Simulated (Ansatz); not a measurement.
F:
```yaml
crystal:
  lattice:
    - [2.54604, 1.45023, 0.00000]
    - [-2.54604, 1.45023, 0.00000]
    - [-2.23208, 0.00000, 6.32283]
  atoms:
    - { symbol: F, position: [0.50666, 0.49334, 0.39781] }
    - { symbol: F, position: [0.49334, 0.50666, 0.60219] }
    - { symbol: F, position: [0.09795, 0.90205, 0.10213] }
    - { symbol: F, position: [0.90205, 0.09795, 0.89787] }
```

Relaxed with LDA. Special points in fractions of this cell's reciprocal vectors: Γ (0.000, 0.000, 0.000); C (0.341, 0.341, 0.000); C2 (-0.341, 0.659, 0.000); Y2 (-0.500, 0.500, 0.000); M2 (-0.500, 0.500, 0.500); D (-0.318, 0.682, 0.500); D2 (0.318, 0.318, 0.500); A (0.000, 0.000, 0.500); L2 (0.000, 0.500, 0.500); V2 (0.000, 0.500, 0.000).

Problem. List the band energies nearest the valence-band maximum at these points for plane-wave PAW LDA (Ansatz code).

Solution. In eV from the valence-band maximum; about four levels below and three above (degenerate sets whole), none deeper than 8.9 eV; … stands for higher levels left out; points with the same levels are listed once.

```json
[
 {"k": "Γ", "below": "-0.77 -0.42 -0.36 -0.17", "above": "2.31 3.73 …"},
 {"k": "C", "below": "-1.12 -0.79 -0.55 -0.53", "above": "2.96 3.29 …"},
 {"k": "Y2", "below": "-0.95 -0.65 -0.64 0.00", "above": "2.99 3.13 …"},
 {"k": "M2", "below": "-1.16 -0.92 -0.38 -0.23", "above": "3.08 3.24 …"},
 {"k": "D", "below": "-1.25 -0.97 -0.74 -0.35", "above": "3.07 3.27 …"},
 {"k": "A", "below": "-0.75 -0.54 -0.34 -0.19", "above": "2.94 3.10 …"},
 {"k": "L2", "below": "-1.43 -0.88 -0.65 -0.27", "above": "2.78 3.46 …"},
 {"k": "V2", "below": "-1.15 -1.04 -0.75 -0.51", "above": "3.10 3.27 …"}
]
```

Space group C2/m. The workflow started from a Materials Project entry (that database holds measured and hypothetical structures alike); the Crystallography Open Database files this formula in space group No. 12, but the cells were not matched. It is not the usual solid phase (space group No. 15). The cell was relaxed with LDA under the symmetry of its start; whether a distortion lowers the energy is not shown. The substance is a gas or liquid at ambient conditions. A crystal of weakly bound molecules computed without a dispersion correction: the cell and the soft elastic constants depend strongly on that.

Potentials: the later of the program's two PAW sets.
